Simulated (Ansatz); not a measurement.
# GaN: from Born charge to LO–TO splitting and polaron coupling

Computed with Ansatz 0.2.0, DFT LDA, scalar-relativistic, plane waves, PAW. Settings: 420 eV plane-wave cutoff, Γ-centred 10×10×10 mesh, fixed occupations. No spin polarisation. Phonons by linear response, acoustic sum rule imposed.

Relaxed structure:
```cif
data_structure
_symmetry_space_group_name_H-M 'P 1'
_symmetry_Int_Tables_number 1
_cell_length_a 3.1504
_cell_length_b 3.1504
_cell_length_c 3.1504
_cell_angle_alpha 60.000
_cell_angle_beta 60.000
_cell_angle_gamma 60.000
_cell_volume 22.11
loop_
_atom_site_label
_atom_site_type_symbol
_atom_site_fract_x
_atom_site_fract_y
_atom_site_fract_z
_atom_site_occupancy
Ga1 Ga 0.00000 0.00000 0.00000 1
N1 N 0.75000 0.75000 0.75000 1
```

The run warned that the force constants aren't converged on this k mesh, so the frequencies and all that is formed from them are rough.

Linear response gives ν_TO = 552.8 cm⁻¹, Born charges ±2.634 e (positive on Ga) and ε∞ = 5.767. The primitive cell holds 22.111 Å³, and the masses are 69.723 and 14.007 amu.

Problem. Find ν_LO and the static dielectric constant.

Solution. The long-wave field adds a restoring force: ω_LO² − ω_TO² = Z*²e²/(ε_vac ε∞ μV). In these units ν_LO² − ν_TO² = 4.92064×10⁷ Z*²/(μ V ε∞) cm⁻², with μ = m₁m₂/(m₁ + m₂) = 11.664 amu: 229447 cm⁻². So ν_LO = √(552.8² + 229447) = 731.5 cm⁻¹, and the run gives 731.5. Lyddane–Sachs–Teller then gives ε0 = ε∞ (ν_LO/ν_TO)² = 10.10, against 10.10 in the run (it forms both from the same three quantities, so the match checks the arithmetic only). Between ν_TO and ν_LO the dielectric function is negative and an undamped crystal reflects fully: a reststrahlen band from 13.7 to 18.1 μm.

Problem. What do the Clausius–Mossotti polarisability and the Szigeti charge come to?

Solution. With the Lorentz local field, α = (3V/4π)(ε∞ − 1)/(ε∞ + 2) = 3.24 Å³ for the pair, and e_S = 3Z*/(ε∞ + 2) = 1.02 e. The Born charge includes the electrons' response to the dipole's own local field, and e_S takes that enhancement out. The Lorentz field assumes point-like polarisable ions, a poor picture once ε∞ is this large, since the electron clouds then overlap or are shared, so both numbers are formal here.

Problem. How strongly does a slow electron couple to the LO mode?

Solution. For one isotropic parabolic band, Fröhlich's constant is α_F = (1/ε∞ − 1/ε0) √(m* Ry/ħω_LO), with Ry = 13.606 eV, ħω_LO = 90.7 meV and m* in free-electron masses: α_F = 0.0744 × 12.25 × √m* = 0.91 √m*. The band mass isn't part of this run; for m* = 0.1, 0.3 and 1 it gives 0.29, 0.50, 0.91. In weak coupling the polaron lies α_F ħω_LO below the band edge (45 meV at m* = 0.3) with a mass m*(1 + α_F/6); past α_F of about 5 or 6 that expansion fails. A semilocal functional's ε∞ tends to be too large, which taken alone lowers α_F.

This zinc-blende form isn't the usual stable structure of the compound.

Cost: 1 run of about 0.53 core-minutes, on Intel Xeon Platinum 8488C (Sapphire Rapids) (shared hosts).